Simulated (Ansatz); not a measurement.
According to DFT-PBE in the program Ansatz with PAW potentials, WS2 in the cubic phase (Pa-3; W on 4a, S on 8c) relaxes to a = 5.940 Å. W has 6 nearest neighbours from 2.44 Å (octahedral); S has 3 nearest neighbours from 2.44 Å (trigonal planar). Against the elements it lies at -0.16 eV/atom, with no fitted shifts.

Electronic character: metallic (no gap). The magnetic state found is ferromagnetic. The net moment is 0.39 μB per atom.

The bulk modulus is 133 GPa.

The start of the workflow was typed in or built on a structure type; neither database checked (COD, Materials Project) lists it. It is not the phase usual at ambient conditions (space group No. 194). The PBE relaxation kept the symmetry of its start; whether a distortion lowers the energy is not shown. Magnetic state: ferromagnetic, chosen from 2 collinear starts compared on coarse meshes (ties went to the first, and starts can fall back to one state), not a proven ground state. No Hubbard U is applied. The references are the lowest solids computed at this level, not always the standard phases. Scalar-relativistic: spin–orbit coupling is off unless named, which matters more the heavier the elements.

Potentials: the earlier of the program's two PAW sets.
